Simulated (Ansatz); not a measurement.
## Calculated ³³S NMR of the central transition for MoS₂

Cell: a Materials Project structure (computed, not necessarily an observed phase), taken as it stands.

```cif
data_MoS2
_symmetry_space_group_name_H-M 'P6_3/mmc'
_symmetry_Int_Tables_number 194
_cell_length_a 3.1854
_cell_length_b 3.1854
_cell_length_c 13.1784
_cell_angle_alpha 90.000
_cell_angle_beta 90.000
_cell_angle_gamma 120.000
loop_
_atom_site_label
_atom_site_type_symbol
_atom_site_symmetry_multiplicity
_atom_site_Wyckoff_symbol
_atom_site_fract_x
_atom_site_fract_y
_atom_site_fract_z
Mo Mo 2 b 0.0000 0.0000 0.2500
S S 4 f 0.3333 0.6667 0.3677
```

One atom of each set is listed.

Level of theory: DFT, PBE, plane waves and PAW, scalar-relativistic, collinear spin, 420 eV cutoff, Γ-centred 11×11×3 k-points, Fermi–Dirac smearing 0.02 eV (Ansatz 0.2.0). Start moments as typed (μB): 2 on each Mo, none on the rest.

³³S has I = 3/2 and Q = -69.40 mb (Pyykkö 2018); at 18.8 T its Larmor frequency is ν₀ = 61.5 MHz. Only the quadrupole interaction is simulated: positions count from each site's isotropic chemical shift, and shift anisotropy, dipolar and J coupling are left out.

(1) What does the ³³S spectrum (static powder) show for each site?

Answers

(1) 

| site | first shell | C_Q (MHz) | η | P_Q (MHz) | δ_QIS (ppm) | breadth (kHz) |
| --- | --- | --- | --- | --- | --- | --- |
| S | 3 Mo at 2.41 Å | 9.63 | 0.00 | 9.63 | -612 | 196 |

δ_QIS = −(ν_Q²/30ν₀²)[I(I+1) − 3/4](1 + η²/3) × 10⁶ ppm with ν_Q = 3|C_Q|/[2I(2I−1)]; it falls as 1/B₀² in ppm, and the breadth as 1/B₀ in kHz.

An axis of threefold or higher order runs through S, so V_zz lies along it and η is zero.

Without spin–orbit coupling (the program notes it for Mo) the gradients are little affected as a rule: paired runs on crystals with a gap mostly move them by under 2 % at such atoms. The start moments die out, and the run ends without spin.
